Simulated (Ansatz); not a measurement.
Relaxed-ion elastic tensor of SiGe in space group Pmma (No. 51; Si on 2e, Ge on 2f) in GPa (Voigt order), DFT-PBEsol in the program Ansatz with PAW potentials; density 3.93 g/cm³, 21.29 Å³ per atom.

|  | 1 | 2 | 3 | 4 | 5 | 6 |
|---|---|---|---|---|---|---|
| 1 | 165 | 26.8 | 52.5 | 0.0 | 0.0 | 0.0 |
| 2 | 26.8 | 165 | 53.9 | 0.0 | 0.0 | 0.0 |
| 3 | 52.5 | 53.9 | 136 | 0.0 | 0.0 | 0.0 |
| 4 | 0.0 | 0.0 | 0.0 | 67.8 | 0.0 | 0.0 |
| 5 | 0.0 | 0.0 | 0.0 | 0.0 | 67.9 | 0.0 |
| 6 | 0.0 | 0.0 | 0.0 | 0.0 | 0.0 | 42.2 |

Question: Is the crystal mechanically stable?

Answer: Yes: the smallest eigenvalue of C is 42.2 GPa.

Question: Work out the Voigt, Reuss and Hill averages.

Answer: K_V = 81.3, K_R = 81.3, K_H = 81.3; G_V = 57.7, G_R = 54.5, G_H = 56.1 GPa.

Question: Give Young's modulus, Poisson's ratio, Pugh's ratio and the universal anisotropy index.

Answer: E = 9KG/(3K + G) = 137 GPa; ν = 0.22; K/G = 1.45 (brittle by the Pugh limit of 1.75); A_U = 5G_V/G_R + K_V/K_R − 6 = 0.29.

Question: Estimate the sound speeds and the Debye temperature.

Answer: v_l = √((K + 4G/3)/ρ) = 6300 m/s, v_t = √(G/ρ) = 3780 m/s, mean 4180 m/s; Θ = (h/k)(3n/4πV)^(1/3) v_m = 449 K.

Question: Solve the Christoffel equation for the three sound speeds along x, y, z.

Answer: Eigenvalues of C_ijkl n_j n_l equal ρv². In km/s, slowest first: x 3.28, 4.16, 6.48; y 3.28, 4.15, 6.48; z 4.15, 4.16, 5.88.

Question: How much does each axis shrink under pressure?

Answer: Linear compressibilities β_i = Σ_j S_ij (j = 1 to 3): x 4.1, y 4.0, z 4.2 per TPa.

The start of the workflow was typed in or built on a structure type; neither database checked (COD, Materials Project) lists it. Its standing as an ambient phase is unchecked. Symmetry was held in the PBEsol relaxation; of distortions, only those at the zone centre were tested.

Potentials: the later of the program's two PAW sets.
